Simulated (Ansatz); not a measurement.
BeTe:
```xyz
4
Lattice="3.8013 0.0000 0.0000 -1.9006 3.2920 0.0000 0.0000 0.0000 5.9775" Properties=species:S:1:pos:R:3 pbc="T T T"
Be     0.0000     0.0000     0.0000
Be     0.0000     0.0000     2.9887
Te     0.0000     2.1947     1.4944
Te     1.9006     1.0973     4.4831
```

Relaxed with PBEsol. Special points in fractions of this cell's reciprocal vectors: Γ (0.000, 0.000, 0.000); M (0.500, 0.000, 0.000); K (0.333, 0.333, 0.000); A (0.000, 0.000, 0.500); L (0.500, 0.000, 0.500); H (0.333, 0.333, 0.500).

Task: List the band energies nearest the Fermi level at these points for plane-wave PAW PBEsol with spin–orbit coupling (Ansatz code).

Result: In eV from the Fermi level; about four levels below and three above (degenerate sets whole), none deeper than 8.9 eV; points with the same levels are listed once.

```csv
k,below,above
Γ,-0.59 -0.59 -0.25 -0.25,0.41 0.41 2.24 2.24
M,-3.03 -3.03 -0.36 -0.36,1.49 1.49 2.21 2.21
K,-3.48 -3.48 -0.77 -0.77,5.92 5.92 6.09 6.09
A,-0.32 -0.32 -0.32 -0.32,2.62 2.62 2.62 2.62
L,-1.99 -1.99 -1.99 -1.99,1.29 1.29 1.29 1.29
H,-0.54 -0.54 -0.31 -0.31,2.12 2.12 2.16 2.16
```

Space group P6_3/mmc (NiAs type). This is a known high-pressure phase of the composition, computed here at zero pressure and temperature. Symmetry was held in the PBEsol relaxation. At this level the phase is dynamically unstable (imaginary phonons).

Potentials: the earlier of the program's two PAW sets. The files were generated under PBE; for other functionals the program regenerates the frozen cores, and for LDA and PBEsol the local potential too.
